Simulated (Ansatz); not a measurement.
Relaxation of a generated trial cell of SnSe in the cinnabar structure type; 6 atoms in the cell, which starts as P3₂21 (No. 154), hP6; a = b = 4.493 Å, c = 10.293 Å, α = β = 90.00°, γ = 120.00°. The numbers are results of r2SCAN (plane waves to 500 eV, PAW, scalar-relativistic; Ansatz, a quantum-chemistry and plane-wave program), not measurements. Γ-centred k-mesh 6×6×3 on the run's cell (coarser than for final values), Fermi–Dirac smearing 0.05 eV. This is the first round of the run. 

The optimiser's lines from the output (shortened; P is positive under compression):

```
relax step   1: F+E_penalty+E_count = -34549.24930502 eV  Δ(F+E_penalty+E_count) = +0.000e0 eV  max|allowed force component| = 2.878e0 eV/Å  Δτ_max = 0.0000 Å  P = +5.312 GPa  Ω = 179.918 Å³  (9 SCF iters, dr2 threshold 1.00e-7 eV, accepted)
relax step   2: F+E_penalty+E_count = -34550.97396863 eV  Δ(F+E_penalty+E_count) = -1.725e0 eV  max|allowed force component| = 2.026e0 eV/Å  Δτ_max = 0.1949 Å  P = +0.093 GPa  Ω = 183.918 Å³  (8 SCF iters, dr2 threshold 6.00e-7 eV, accepted)
relax step   3: F+E_penalty+E_count = -34552.02668971 eV  Δ(F+E_penalty+E_count) = -1.053e0 eV  max|allowed force component| = 1.337e0 eV/Å  Δτ_max = 0.1955 Å  P = -1.892 GPa  Ω = 179.430 Å³  (8 SCF iters, dr2 threshold 6.00e-7 eV, accepted)
relax step   4: F+E_penalty+E_count = -34552.72075750 eV  Δ(F+E_penalty+E_count) = -6.941e-1 eV  max|allowed force component| = 6.509e-1 eV/Å  Δτ_max = 0.1973 Å  P = -1.493 GPa  Ω = 170.930 Å³  (7 SCF iters, dr2 threshold 6.00e-7 eV, accepted)
relax step   5: F+E_penalty+E_count = -34552.98836403 eV  Δ(F+E_penalty+E_count) = -2.676e-1 eV  max|allowed force component| = 2.770e-2 eV/Å  Δτ_max = 0.2000 Å  P = -0.237 GPa  Ω = 164.261 Å³  (7 SCF iters, dr2 threshold 6.00e-7 eV, accepted)
relax step   6: F+E_penalty+E_count = -34552.99037000 eV  Δ(F+E_penalty+E_count) = -2.006e-3 eV  max|allowed force component| = 2.540e-3 eV/Å  Δτ_max = 0.0225 Å  P = -0.047 GPa  Ω = 163.630 Å³  (6 SCF iters, dr2 threshold 2.54e-7 eV, accepted)
relax step   7: F+E_penalty+E_count = -34552.99042201 eV  Δ(F+E_penalty+E_count) = -5.201e-5 eV  max|allowed force component| = 2.565e-4 eV/Å  Δτ_max = 0.0018 Å  P = +0.001 GPa  Ω = 163.484 Å³  (6 SCF iters, dr2 threshold 9.59e-9 eV, accepted)
relax step   8: F+E_penalty+E_count = -34552.98988253 eV  Δ(F+E_penalty+E_count) = +5.395e-4 eV  max|allowed force component| = 2.542e-4 eV/Å  Δτ_max = 0.0000 Å  P = -0.001 GPa  Ω = 163.484 Å³  stress off target by 1.37e-3 GPa  SCF on the basis re-selected at this cell (its energy is not comparable with the rows above)  (5 SCF iters)
```

From the first to the last row the energy changes by -0.62 eV/atom and the volume by -9.1 %. The last row is marked as not comparable with the walk above it, whose basis was carried along; it does compare with step 1, since both stand on a basis selected at the nominal cutoff for their own cell.

Later rounds, restarted from the end of this one on a renewed k-mesh, logged 3 more steps and released under 0.01 eV/atom more. The final structure after all rounds: Fm-3m (No. 225), cF8, rock salt type; a = b = c = 6.020 Å, α = β = γ = 90.00°. Between re-selections the logged energies stand on a plane-wave basis carried along with the cell. No spin polarisation in the result.

The run could not lose the symmetry of its start.

The first start was generated by placing the elements on the sites of a structure type. A measured structure of SnSe has the same space group, Fm-3m (No. 225); the sites were not compared with it. Another known form has space group No. 62.
